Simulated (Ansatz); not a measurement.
# Cd: strain and displacement

```yaml
crystal:
  lattice:
    - [2.97887, 0.00000, 0.00000]
    - [-1.48944, 2.57978, 0.00000]
    - [0.00000, 0.00000, 5.61765]
  atoms:
    - { symbol: Cd, position: [0.33333, 0.66667, 0.25000] }
    - { symbol: Cd, position: [0.66667, 0.33333, 0.75000] }
```

Atoms are numbered in the order listed.

The conventional cell has a = 2.979 Å, b = 2.979 Å, c = 5.618 Å, α = 90.00°, β = 90.00°, γ = 120.00°. Cd (atom 1) is surrounded by 12 Cd at 2.98 to 3.29 Å.

The cell is COD entry 9008490, as deposited and not checked against the literature; nothing was relaxed.

Theory: DFT, PBEsol, all-electron LAPW, scalar-relativistic (Ansatz 0.2.0).

Sampling and basis: a Γ-centred 16×16×7 k mesh, Fermi–Dirac smearing of 0.05 eV, basis error target 1 meV/atom, no spin polarisation.

The unchanged cell is at -1.56 GPa.

In a metal, stresses and small energies carry noise from the k mesh.

x, y and z are the Cartesian axes of the cell as listed; fractional coordinates follow a strain, and an engineering shear is twice the off-diagonal strain component.

(1) One change gave: energy change under 1 meV/atom; stress change (xx, yy, zz, yz, xz, xy) 0.05, 0.04, 0.00, -0.04, -0.03, -0.31 GPa, compression positive. Which change was it?
A. equal xy, yz and zx engineering shear strains of -2 %
B. equal xy, yz and zx engineering shear strains of -1 %
C. equal xy, yz and zx engineering shear strains of +1 %
D. equal xy, yz and zx engineering shear strains of +2 %

## Answers

(1) C. For equal xy, yz and zx engineering shear strains of -2 %: energy change +2 meV/atom; stress change (xx, yy, zz, yz, xz, xy) 0.08, 0.15, 0.03, 0.30, 0.25, 0.79 GPa, compression positive. For equal xy, yz and zx engineering shear strains of -1 %: energy change under 1 meV/atom; stress change (xx, yy, zz, yz, xz, xy) 0.02, 0.05, 0.00, 0.11, 0.10, 0.38 GPa, compression positive. For equal xy, yz and zx engineering shear strains of +2 %: energy change under 1 meV/atom; stress change (xx, yy, zz, yz, xz, xy) 0.28, 0.14, -0.04, -0.09, 0.00, -0.55 GPa, compression positive; change of the force on Cd2 (-0.012, -0.002, 0.000) eV/Å.
